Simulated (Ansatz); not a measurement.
# How long does this Ansatz run take?

```yaml
crystal:
  lattice:
    - [0.0, 2.223, 2.223]
    - [2.223, 0.0, 2.223]
    - [2.223, 2.223, 0.0]
  atoms:
    - { symbol: Mn, position: [0.0, 0.0, 0.0], spin: 5.0 }
    - { symbol: O, position: [0.5, 0.5, 0.5] }
magnetization:
  spin_polarized: true
kpoints:
  mp_grid: { grid: [13, 13, 13] }
scf:
  occupations: { method: fermi_dirac, width: 0.05 }
hamiltonian:
  xc: pbe
  pseudopotentials: { kind: paw }
output:
  forces: true
  stress: true
  populations: true
  efg:
    quadrupole_moments_barn: { Mn: 0.33, O: -0.02558 }
    contact_densities: true
relax:
  f_tol: 0.02
  max_steps: 60
```

```sh
ansatz run input.yaml --threads 1 --pin off --max-ram 3072MiB --backend cpu --events-out ev --progress --plain --runs-dir out
```

It runs on 1 thread of Arm Neoverse V2 (aarch64; 28 cores open to the job, memory cap 3.0 GiB, no GPU), a shared host with a load of 0.9 a core.

**Question.** Estimate the wall time and the peak memory.

**Answer.** About 7.5 s of wall time (7.4 s of CPU time) and 0.37 GiB. The run holds 21 valence electrons in 17 bands, about 411 plane waves a k-point and 84 irreducible k-points, and took 11 SCF iterations, over 1 ionic steps. Times on a shared host vary by tens of per cent.
